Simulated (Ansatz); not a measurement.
Computed properties of NiGe

NiGe:
```
CELL_PARAMETERS angstrom
      5.28353     0.00000     0.00000
      0.00000     3.46830     0.00000
      0.00000     0.00000     5.72032
ATOMIC_POSITIONS crystal
  Ni 0.99269 0.75000 0.18935
  Ni 0.00731 0.25000 0.81065
  Ni 0.50731 0.25000 0.68935
  Ni 0.49269 0.75000 0.31065
  Ge 0.81132 0.75000 0.59022
  Ge 0.18868 0.25000 0.40978
  Ge 0.68868 0.25000 0.09022
  Ge 0.31132 0.75000 0.90978
```

Space group Pnma (No. 62); conventional cell a = 5.2835 Å, b = 3.4683 Å, c = 5.7203 Å, α = β = γ = 90.00°.

Method: PBEsol in the plane-wave PAW code Ansatz. Structure relaxed to zero pressure with the same functional. Other levels are named where they apply.

### Cell and energy

```yaml
volume_per_atom: 13.10 Å³
density: 8.32 g/cm³
Formation energy from the elements (no fitted shifts): -36 kJ/mol of atoms
```

### Electronic structure

```yaml
electronic_character: metallic (no gap)
Density of states at the Fermi level: 0.30 states/eV per atom (mean over ±0.08 eV)
Gap with spin–orbit coupling: none (metallic)
```

### Magnetism

```yaml
magnetic_order: non-magnetic (starting moments vanished)
```

### Mechanics

```yaml
Bulk modulus (Birch–Murnaghan fit): 152 GPa
Pressure derivative B′: 4.9
Elastic constants (relaxed ions, GPa): C11 = 231, C22 = 203, C33 = 193, C12 = 155, C13 = 112, C23 = 120, C44 = 77.7, C55 = 117, C66 = 119
mechanical_stability: stable (all eigenvalues of C positive)
hill_bulk_and_shear_moduli: 154 and 69.1 GPa
Young's modulus: 180 GPa
Poisson's ratio: 0.31
debye_temperature_from_the_elastic_constants: 407 K
```

Symmetry was held in the PBEsol relaxation. The workflow began spin-polarised and lost its moments. As this level gives no gap, shear constants depend on the k-mesh and smearing (Fermi–Dirac, 0.1 eV here). On the denser mesh and wider smearing of the elastic run this cell carries a stress of 0.4 GPa. The references are the lowest solids computed at this level, not always the standard phases. Spin–orbit coupling is left out wherever it is not named.

Potentials: the later of the program's two PAW sets.
